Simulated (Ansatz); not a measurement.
SiB$_{2}$Os$_{2}$:
```cif
data_B4Os4Si2
_chemical_formula_sum 'Si2 Os4 B4'
_space_group_name_H-M_alt 'Cmmm'
_space_group_IT_number 65
_space_group_name_Hall '-C 2 2'
_cell_length_a 2.90983
_cell_length_b 13.09988
_cell_length_c 2.81074
_cell_angle_alpha 90.000
_cell_angle_beta 90.000
_cell_angle_gamma 90.000
loop_
_space_group_symop_operation_xyz
  'x, y, z'
  '-x, -y, -z'
  '-x, -y, z'
  'x, y, -z'
  'x, -y, -z'
  '-x, y, z'
  '-x, y, -z'
  'x, -y, z'
  'x+1/2, y+1/2, z'
  '-x+1/2, -y+1/2, -z'
  '-x+1/2, -y+1/2, z'
  'x+1/2, y+1/2, -z'
  'x+1/2, -y+1/2, -z'
  '-x+1/2, y+1/2, z'
  '-x+1/2, y+1/2, -z'
  'x+1/2, -y+1/2, z'
loop_
_atom_site_label
_atom_site_type_symbol
_atom_site_symmetry_multiplicity
_atom_site_Wyckoff_symbol
_atom_site_fract_x
_atom_site_fract_y
_atom_site_fract_z
_atom_site_occupancy
Si1 Si 2 a 0.00000 0.00000 0.00000 1
Os1 Os 4 j 0.50000 0.13331 0.50000 1
B1 B 4 i 0.00000 0.21254 0.00000 1
```
(The calculation used a cell of 5 atoms; values per cell refer to that cell.)

This is the PBE-relaxed structure.

Question: All from the program Ansatz at the PBE level (PAW), unless another level is named. Give the electronic character.

Answer: metallic (no gap).

Question: Give the formation energy from the elements (no fitted shifts).

Answer: 0.18 eV/atom.

Question: And the density of states at the Fermi level?

Answer: 0.36 states/eV per atom (mean over ±0.08 eV).

The start of the workflow was typed in or built on a structure type; neither database checked (COD, Materials Project) lists it. Whether it is the stable phase at ambient conditions was not checked. The cell was relaxed with PBE under the symmetry of its start; its stability against distortions is not shown here. No spin polarisation was allowed. Its formation energy is positive at this level, so the cell may be metastable or incomplete. The references are the lowest solids computed at this level, not always the standard phases. Scalar-relativistic: spin–orbit coupling is off unless named, which matters more the heavier the elements.

Potentials: the later of the program's two PAW sets.
